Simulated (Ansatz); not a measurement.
ZnNi: zone-centre modes under pressure

ZnNi, P4/mmm, a = 2.632 Å, c = 3.193 Å. The structure is a COD entry; whether it is the stable form wasn't checked. Ansatz: LDA, PAW, 420 eV, Γ-centred 16×16×14 mesh on 2 atoms, Fermi-Dirac smearing 0.15 eV; no spin polarisation. Cell and atoms are relaxed at each pressure with the symmetry kept; optical modes at Γ by linear response, in cm⁻¹, matched by rank (the highest 2 distinct ones).

```
P (GPa) V (Å³/atom)     ω1     ω2
      0       11.061  229.9  276.3
      8       10.646      ?      ?
     25        9.986  280.2  341.6
```

Question: Get each mode's Grüneisen parameter γ = −d ln ω/d ln V from the other rows and predict the missing frequencies.

Answer: ln(V/V0) = 0.0000, -0.0382, -0.1022; a line through ln(ω/ω0) of the 2 known rows gives ω1: γ = 1.936, predicted 247.5, computed 248.2; ω2: γ = 2.076, predicted 299.1, computed 300.1. The worst miss is 0.3 %, or 4 % of the shift under pressure, so a constant γ serves at that level. In a metal these frequencies hang on the mesh and smearing.

Spin polarisation was left out, and a magnetic state may lie lower.